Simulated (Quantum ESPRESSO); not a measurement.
Ti3Ru3TaZr, input and log of a self-consistent run

A calculation, not a measurement. The program is pw.x of Quantum ESPRESSO 7.5 (plane-wave density functional theory). The cell is made up: eight metal atoms on a face-centred cubic lattice, with elements, volume, strain and displacements drawn at random and not relaxed, so it may be unstable or far from any real phase. PseudoDojo standard norm-conserving files set the functional (PBE unless stated); there is no spin polarisation or spin-orbit coupling, the Fermi-Dirac width of 0.25 eV means electrons at about 2900 K, and the masses in the input are unused placeholders. Heavy elements are run without spin-orbit coupling, which real alloys of them have. A spin test at this wide smearing found no moment, but such smearing suppresses magnetism that the real alloy may have.

Input:

```
&control calculation='scf', pseudo_dir='./dojo.nc.sr.pbe.v0_5.standard.upf', outdir='./o', disk_io='minimal', tprnfor=.true., tstress=.true. /
&system ibrav=0, nat=8, ntyp=4, nbnd=73, ecutwfc=84.00895049, nosym=.true., tot_charge=0,
 occupations='smearing', smearing='fd', degauss=0.0183746611
/
&electrons conv_thr=1.470e-08, electron_maxstep=70, mixing_beta=0.5 /
ATOMIC_SPECIES
Ru 1.0 Ru.upf
Ta 1.0 Ta.upf
Ti 1.0 Ti.upf
Zr 1.0 Zr.upf
CELL_PARAMETERS angstrom
2.0967 4.1354 2.1063
2.047 -4.1223 2.1298
2.0471 0.0301 -6.3295
ATOMIC_POSITIONS angstrom
Ti 0.0286 -0.0193 -0.0268
Ti 2.0628 -1.9358 0.0533
Ru 2.0201 0.0217 -2.1091
Ta 4.0829 -2.0515 -2.047
Zr 2.1039 0.0019 2.1344
Ti 2.0657 2.0557 -0.0245
Ru 4.1279 0.0968 -0.0272
Ru 4.1594 2.0801 -2.1174
K_POINTS automatic
5 5 4 1 1 1
```

The log is shortened where brackets say so; the opening notice, blank lines, dates and the lines on written files are dropped, and the path of the files is cut. It prints rydbergs, bohrs and kilobars, and counts compression as positive stress. Its total energy is the free energy E - TS of the whole cell.

```
     Program PWSCF v.7.5
     Parallel version (MPI & OpenMP), running on       4 processor cores
     Number of MPI processes:                 4
     Threads/MPI process:                     1
     [start-up lines left out]
     bravais-lattice index     =            0
     lattice parameter (alat)  =       9.6235  a.u.
     unit-cell volume          =     972.3504 (a.u.)^3
     number of atoms/cell      =            8
     number of atomic types    =            4
     number of electrons       =       109.00
     number of Kohn-Sham states=           73
     kinetic-energy cutoff     =      84.0090  Ry
     charge density cutoff     =     336.0358  Ry
     scf convergence threshold =      1.5E-08
     mixing beta               =       0.5000
     number of iterations used =            8  plain     mixing
     Exchange-correlation= PBE
                           (   1   4   3   4   0   0   0)
     [axes and pseudopotential details left out]
   Cartesian axes
     site n.     atom                  positions (alat units)
         1        Ti     tau(   1) = (   0.0056160  -0.0037898  -0.0052626  )
         2        Ti     tau(   2) = (   0.4050614  -0.3801230   0.0104662  )
         3        Ru     tau(   3) = (   0.3966766   0.0042611  -0.4141531  )
         4        Ta     tau(   4) = (   0.8017380  -0.4028425  -0.4019588  )
         5        Zr     tau(   5) = (   0.4131320   0.0003731   0.4191211  )
         6        Ti     tau(   6) = (   0.4056308   0.4036672  -0.0048109  )
         7        Ru     tau(   7) = (   0.8105744   0.0190081  -0.0053411  )
         8        Ru     tau(   8) = (   0.8167599   0.4084585  -0.4157829  )
     number of k points=    50  Fermi-Dirac smearing, width (Ry)=  0.0184
                       cart. coord. in units 2pi/alat
        k(    1) = (   0.2619995  -0.0016220  -0.0158433), wk =   0.0400000
        k(    2) = (   0.4165424  -0.0029823  -0.1670110), wk =   0.0400000
     [further k points left out]
     Dense  grid:   101099 G-vectors     FFT dimensions: (  60,  60,  75)
     Estimated max dynamical RAM per process >     369.09 MB
     Estimated total dynamical RAM >       1.37 GB
     Initial potential from superposition of free atoms
     starting charge     108.9896, renormalised to     109.0000
     Starting wfcs are   80 randomized atomic wfcs
     total cpu time spent up to now is        5.5 secs
     per-process dynamical memory:   281.8 Mb
     Self-consistent Calculation
     iteration #  1     ecut=    84.01 Ry     beta= 0.50
     Davidson diagonalization with overlap
     ethr =  1.00E-02,  avg # of iterations =  2.7
     total cpu time spent up to now is       18.1 secs
     total energy              =   -1190.86727449 Ry
     estimated scf accuracy    <       5.19054087 Ry
     iteration #  2     ecut=    84.01 Ry     beta= 0.50
     Davidson diagonalization with overlap
     ethr =  4.76E-03,  avg # of iterations =  4.2
     total cpu time spent up to now is       33.4 secs
     total energy              =   -1191.83170232 Ry
     estimated scf accuracy    <      47.15162391 Ry
     iteration #  3     ecut=    84.01 Ry     beta= 0.50
     Davidson diagonalization with overlap
     ethr =  4.76E-03,  avg # of iterations =  2.7
     total cpu time spent up to now is       45.8 secs
     total energy              =   -1194.09503091 Ry
     estimated scf accuracy    <       4.51260831 Ry
     iteration #  4     ecut=    84.01 Ry     beta= 0.50
     Davidson diagonalization with overlap
     ethr =  4.14E-03,  avg # of iterations =  1.2
     total cpu time spent up to now is       55.6 secs
     total energy              =   -1194.04961508 Ry
     estimated scf accuracy    <       1.74341684 Ry
     iteration #  5     ecut=    84.01 Ry     beta= 0.50
     Davidson diagonalization with overlap
     ethr =  1.60E-03,  avg # of iterations =  3.5
     total cpu time spent up to now is       66.8 secs
     total energy              =   -1194.07291106 Ry
     estimated scf accuracy    <       0.32572533 Ry
     [iterations 6 to 17 left out]
     iteration # 18     ecut=    84.01 Ry     beta= 0.50
     Davidson diagonalization with overlap
     ethr =  7.09E-09,  avg # of iterations =  1.0
     total cpu time spent up to now is      213.6 secs
     total energy              =   -1194.12986815 Ry
     estimated scf accuracy    <       0.00000576 Ry
     iteration # 19     ecut=    84.01 Ry     beta= 0.50
     Davidson diagonalization with overlap
     ethr =  5.29E-09,  avg # of iterations =  1.0
     total cpu time spent up to now is      223.1 secs
     total energy              =   -1194.12986853 Ry
     estimated scf accuracy    <       0.00000042 Ry
     iteration # 20     ecut=    84.01 Ry     beta= 0.50
     Davidson diagonalization with overlap
     ethr =  3.83E-10,  avg # of iterations =  3.3
     total cpu time spent up to now is      234.4 secs
     total energy              =   -1194.12986857 Ry
     estimated scf accuracy    <       0.00000007 Ry
     iteration # 21     ecut=    84.01 Ry     beta= 0.50
     Davidson diagonalization with overlap
     ethr =  6.25E-11,  avg # of iterations =  5.4
     total cpu time spent up to now is      247.6 secs
     total energy              =   -1194.12986857 Ry
     estimated scf accuracy    <       0.00000020 Ry
     iteration # 22     ecut=    84.01 Ry     beta= 0.50
     Davidson diagonalization with overlap
     ethr =  6.25E-11,  avg # of iterations =  2.0
     total cpu time spent up to now is      258.0 secs
     End of self-consistent calculation
     [lines on levels left out]
!    total energy              =   -1194.12986858 Ry
     estimated scf accuracy    <          6.4E-09 Ry
     smearing contrib. (-TS)   =      -0.17182172 Ry
     internal energy E=F+TS    =   -1193.95804685 Ry
     The total energy is F=E-TS. E is the sum of the following terms:
     one-electron contribution =    -335.17886403 Ry
     hartree contribution      =     216.39120749 Ry
     xc contribution           =    -203.83152881 Ry
     ewald contribution        =    -871.33886150 Ry
     convergence has been achieved in  22 iterations
     Forces acting on atoms (cartesian axes, Ry/au):
     atom    1 type  3   force =    -0.01734115    0.00786965    0.01380280
     atom    2 type  3   force =     0.01513423   -0.01503779   -0.02539363
     atom    3 type  1   force =    -0.01504199    0.00054282    0.00775027
     atom    4 type  2   force =    -0.03815226    0.00467680    0.03305668
     atom    5 type  4   force =    -0.01204340    0.01234265    0.01491720
     atom    6 type  3   force =     0.05764052   -0.00731952   -0.03913840
     atom    7 type  1   force =     0.01339143   -0.00582254   -0.00610146
     atom    8 type  1   force =    -0.00358737    0.00274793    0.00110653
     Total force =     0.101044     Total SCF correction =     0.000197
     Computing stress (Cartesian axis) and pressure
          total   stress  (Ry/bohr**3)                   (kbar)     P=     -118.18
  -0.00087056  -0.00007352   0.00022644         -128.06      -10.81       33.31
  -0.00007352  -0.00074919  -0.00000421          -10.81     -110.21       -0.62
   0.00022644  -0.00000421  -0.00079034           33.31       -0.62     -116.26
     init_run     :      5.15s CPU      5.40s WALL (       1 calls)
     electrons    :    246.56s CPU    252.54s WALL (       1 calls)
     forces       :      1.78s CPU      1.78s WALL (       1 calls)
     stress       :      6.10s CPU      6.10s WALL (       1 calls)
     [timing details left out]
     PWSCF        :   4m19.70s CPU   4m25.95s WALL
     JOB DONE.
```

In other units: free energy -16246.965 eV for the cell, pressure -11.82 GPa, largest force component 1.482 eV/Å in size. The run took 268 s of wall time with four MPI processes on a shared machine (Intel Xeon, 2023 or later, virtual cores), so the time is rough. A rerun of this cell at a higher cutoff and on a denser mesh moved values by no more than 0.003 eV in energy, 0.02 GPa in stress and 0.004 eV/Å in force, and a second program with other atomic files agreed on that cell to 2 % rms in force and 0.5 GPa in pressure.